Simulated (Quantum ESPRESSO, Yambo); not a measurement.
## G0W0 results for LiCl

```
LiCl
1.0
    0.00000     2.48218     2.48218
    2.48218     0.00000     2.48218
    2.48218     2.48218     0.00000
Li Cl
1 1
Cartesian
  0.00000   0.00000   0.00000
  2.48218   2.48218   2.48218
```

Cell and atoms were relaxed with LDA from Materials Project entry mp-22905, within its symmetry.

Starting point: LDA (Quantum ESPRESSO, PseudoDojo norm-conserving, 74 Ry, scalar-relativistic). G0W0 in Yambo: 6×6×6 Γ-centred k mesh, bands 2 to 71 and a 10 Ry block in the screening, 71 bands in G with the Bruneval-Gonze terminator, plasmon pole fitted at 27.2 eV.

The LDA gap along the band path is 6.49 eV. The LDA gap between the mesh's edge points (Γ → L) is 6.49 eV and the G0W0 gap between the same points comes out as 9.61 eV. The LDA smallest direct gap on the mesh (at Γ) comes out as 6.60 eV and the G0W0 direct gap at that point comes out as 9.61 eV.

```
k point  band  E LDA (eV)  E QP (eV)  shift (eV)     Z
-------  ----  ----------  ---------  ----------  ----
Γ          VB        0.00      -1.91       -1.91  0.81
Γ          CB        6.60       7.69        1.09  0.84
L          VB       -0.30      -2.24       -1.94  0.81
L          CB        6.49       7.70        1.21  0.85
X          VB       -1.34      -3.30       -1.97  0.80
X          CB        7.79       8.96        1.17  0.85
```

Energies count from the LDA valence-band maximum.

Nearest settings tried, and what they do to the gap: 43 bands in G: +7 meV; 30 bands in W: -39 meV; 8 Ry block (89 vectors against 137): -64 meV; 4×4×4 mesh: -5 meV. So the settings aren't converged at that level.
